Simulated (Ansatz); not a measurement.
Debugging a calculation of Ta4O

Intended: Ta4O, PBEsol, plane waves and PAW in Ansatz. The input:

```yaml
crystal:
  lattice:
    - [3.257497, 0.0, 0.0]
    - [0.0, 3.257497, 0.0]
    - [0.0, 0.0, 7.409341]
  atoms:
    - { symbol: Ta, position: [0.0, 0.0, 0.5] }
    - { symbol: Ta, position: [0.5, 0.5, 0.783158] }
    - { symbol: Ta, position: [0.5, 0.5, 0.216842] }
    - { symbol: Ta, position: [0.0, 0.0, 0.0] }
    - { symbol: O, position: [0.5, 0.5, 0.5] }
basis:
  ecutwfc: 420
kpoints:
  mp_grid: { grid: [12, 12, 6] }
hamiltonian:
  xc: pbesol
scf:
  occupations: { method: gaussian, width: 0.1 }
  max_iter: 12
  convergence: { dr2_threshold: "1e-19 eV" }
output:
  forces: true
  stress: true
  eigenvalues: true
```

Command:

```bash
ansatz run input.yaml --threads 1 --pin off --max-ram 2560MiB --backend cpu --events-out ev --progress --plain --runs-dir out
```

Output, shortened (HF is the Harris–Foulkes energy, dr2 the density residual in eV):

```text
Pseudopotential: Ta, paw, valence charge 13, recommended cutoff 420 eV (normal)
Pseudopotential: O, paw, valence charge 6, recommended cutoff 420 eV (normal)
Crystal: 5 atoms, lattice volume = 78.623 Å³
Basis set: ecut = 420 eV, 1569 PW (Γ), exchange–correlation on 48×48×100 points (8 copies of the dense FFT grid, shifted against one another)
Bands: 35, of which v1, the nominal top of the filled ones, is band 29 counted from 1 (28 counted from 0)
Symmetry: 16 space group operations
Space group: P4/mmm (ITA 123), of the structure as read, at distance tolerance 4.3e-5 Å
k-points: 112 of 864
PAW frozen core: Ta, regenerated for the run's functional, and the local potential with it (the file was generated under x = pbe(κ = 0.804, μ = 0.2195), c = pbe(β = 0.0667))
PAW frozen core: O, regenerated for the run's functional, and the local potential with it (the file was generated under x = pbe(κ = 0.804, μ = 0.2195), c = pbe(β = 0.0667))
Initial density: superposition of atomic densities, corrected by the library's trained network
SCF iter   1: HF=-39787.447679 eV  Δρ=1.66e-2  dr2=5.48e-1
SCF iter   2: HF=-39787.390659 eV  Δρ=4.78e-3  dr2=5.60e-2
SCF iter   3: HF=-39787.384624 eV  Δρ=2.60e-3  dr2=1.78e-2
SCF iter   4: HF=-39787.381186 eV  Δρ=7.54e-4  dr2=1.19e-3
   ...
SCF iter  10: HF=-39787.380861 eV  Δρ=1.37e-7  dr2=1.58e-11
SCF iter  11: HF=-39787.380861 eV  Δρ=2.51e-8  dr2=5.48e-13
SCF iter  12: HF=-39787.380861 eV  Δρ=4.39e-9  dr2=1.78e-14
Error: did not converge after 12 iterations: dr2 = 1.78e-14 (threshold 1.00e-19), under the density mixer `msr1`, which `scf.mixing.algorithm: auto` chose by the deck's other keys (type `scf.mixing.algorithm: msr1` to keep it); raise `scf.max_iter`, which need not help a stalled SCF …
```

Problem. What is the cause?
A. A cutoff meant in rydberg typed as eV
B. An SCF threshold too tight for the iterations allowed
C. Starting moments far too small
D. A total moment locked at a wrong value
E. A relaxation cut at too few steps

Solution. B. The residual can't fall so far within the iterations allowed. The cure is the default threshold.

Fix:

```diff
 scf:
-  max_iter: 12
-  convergence: { dr2_threshold: "1e-19 eV" }
```

The mended run converges, with no gap, a largest force of 0.094 eV/Å.

The mended run took 23 s on 1 thread of Arm Neoverse V1, with other jobs on the host, peak memory 0.46 GiB.